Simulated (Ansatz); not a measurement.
Two states of CuHBrO

```xyz
8
Lattice="3.5449 0.0000 0.0000 -1.7724 3.0699 0.0000 0.0000 0.0000 9.8957" Properties=species:S:1:pos:R:3 pbc="T T T"
Cu   -0.0002    2.0467    0.0783
Cu    1.7723    1.0232    5.0261
O     0.0000    0.0000    0.8827
O     0.0000    0.0000    5.8306
Br   -0.0002    2.0467    3.3972
Br    1.7723    1.0232    8.3451
H     0.0000    0.0000    1.7812
H     0.0000    0.0000    6.7291
```

Level: PBEsol; 420 eV; 6×6×2 (shifted by 0, 0, 0.5 steps) mesh; fermi-dirac occupations (width 0.1 eV); Ansatz 0.2.0, fixed geometry.

State A: Cu1 along (0.00, 0.00, 1.00), Cu2 along (0.00, 0.00, -1.00) (spinors with spin-orbit coupling). State B: Cu1 along (0.00, 0.00, 1.00), Cu2 along (0.00, 0.00, 1.00) (spinors with spin-orbit coupling).

**Question.** Compare the two self-consistent states.

**Answer.** State B is lower by 2.7 meV an atom at zero smearing; in free energy at this smearing B lies -1.5 meV an atom from A. So small a gap isn't resolved on this mesh where a state is a metal.

```tsv
state	free energy (meV/atom)	largest moment in a small sphere (μB)	net moment (μB/cell)	gap on mesh (eV)	pressure (GPa)	largest force (eV/Å)
A	1.5	0.39	0.00	metal	-0.2	5.82
B	0.0	0.44	1.63	metal	-0.2	5.82
```

Origin: a known structure type with other elements, at an estimated volume, so it need not be a known compound. Caveats: the k mesh is coarse if the cell is a metal; atoms or cell far from equilibrium; the SCF threshold is loose for a stress.
